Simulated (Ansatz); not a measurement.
This CuRu₄ structure is the end of a relaxation. The cell was found from a structure generator's guess, not taken from experiment.

Method: DFT PBE, scalar-relativistic, plane waves, PAW (Ansatz 0.2.0). Cutoff 420 eV, Γ-centred mesh, Gaussian smearing, collinear spin.

```cif
data_structure
_symmetry_space_group_name_H-M 'P 1'
_symmetry_Int_Tables_number 1
_cell_length_a 4.1079
_cell_length_b 4.1079
_cell_length_c 7.3779
_cell_angle_alpha 90.000
_cell_angle_beta 90.000
_cell_angle_gamma 120.000
_cell_volume 107.82
loop_
_atom_site_label
_atom_site_type_symbol
_atom_site_fract_x
_atom_site_fract_y
_atom_site_fract_z
_atom_site_occupancy
Cu1 Cu 0.00000 0.00000 0.00000 1
Ru1 Ru 0.33333 0.66667 0.50000 1
Ru2 Ru 0.66667 0.33333 0.50000 1
Ru3 Ru 0.00000 0.00000 0.32283 1
Ru4 Ru 0.00000 0.00000 0.67717 1
```

The zero of energy is the elements' standard structures at the same level; no fitted shifts are applied.

(1) What space group does it have?

(2) How far does it lie from the elements in energy?

(3) Is it a metal?

(4) Which magnetic moments does it keep?

## Answers

(1) P6/mmm (No. 191). Conventional cell: a = 4.108 Å, c = 7.378 Å. Around Cu lie 2 Ru at 2.38 Å; Ru on a site of symmetry -6m2 is surrounded by 3 Ru at 2.37 Å and 6 Ru at 2.71 Å; Ru on a site of symmetry 6mm has 1 Cu at 2.38 Å and 7 Ru at 2.61–2.71 Å.

(2) +1.34 eV/atom. The separate elements lie lower, so it is unstable against them.

(3) Yes, bands cross the Fermi level on the 12×12×6 mesh.

(4) 0.29 μB per atom net, the space between the atoms included; by site: Cu 0.1; Ru 0.6 (×2) μB.

The last run used collinear spin, a 12×12×6 mesh (in the run's order of axes) for its 5-atom cell and Gaussian smearing of 0.10 eV. Another magnetic order may lie lower. A structure relaxed within its symmetry needn't be a true minimum. Another cell of CuRu4 relaxed alike but without spin, in P-3m1, lies 1.23 eV/atom lower, so this cell isn't the stable form at this level.
